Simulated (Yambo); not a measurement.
LiBH₄ (space group P6_3mc, No. 186); a = b = 4.2028 Å, c = 7.4201 Å, α = β = 90.00°, γ = 120.00°. With the G0W0 scissor the direct gap on the mesh is 9.75 eV. Axes are Cartesian, with cell vectors (Å) (4.20, 0.00, 0.00), (-2.10, 3.64, 0.00), (0.00, 0.00, 7.42).

Q: Does this run resolve the lowest exciton, and if so, what are its energy and binding? (Yambo, LDA bands; 9×9×4 mesh, 6 valence and 7 conduction bands, static screening with 52 bands and a 3 Ry block, scissor 3.21 eV, Tamm-Dancoff.)

A: No. The run can't give a binding energy: its band window is complete only up to 11.45 eV, too close above the direct gap of 9.75 eV. The scissor comes from a G0W0 run whose convergence isn't established. 

Geometry of the Materials Project entry, not relaxed at this level.

The structure is a Materials Project entry; no match was found in the copy of COD used, and its stability was not checked.
